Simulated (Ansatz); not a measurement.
Input:

HfGe2 (fluorite, Fm-3m), a = 6.452 Å, b = 6.452 Å, c = 6.452 Å, α = 90.00°, β = 90.00°, γ = 90.00°; the cell used has 3 atoms.

This is the PBE-relaxed structure.

Task: All from PBE in the plane-wave PAW code Ansatz, unless another level is named. Predict the electronic character.

Result: metallic (no gap).

Task: Predict the formation energy from the elements (no fitted shifts).

Result: 0.12 eV/atom.

Task: What about the density of states at the Fermi level?

Result: 0.64 states/eV per atom (mean over ±0.08 eV).

The cell is a constructed one: a structure type filled with these elements; neither database checked (COD, Materials Project) lists it. COD files the formula under space group No. 63, so this cell is another polymorph or a model. Its standing as an ambient phase is unchecked. Symmetry was held in the PBE relaxation; whether a distortion lowers the energy is not shown. The run is not spin-polarised. The references are the lowest solids computed at this level, not always the standard phases. Scalar-relativistic: spin–orbit coupling is off unless named, which matters more the heavier the elements.

Potentials: the later of the program's two PAW sets.
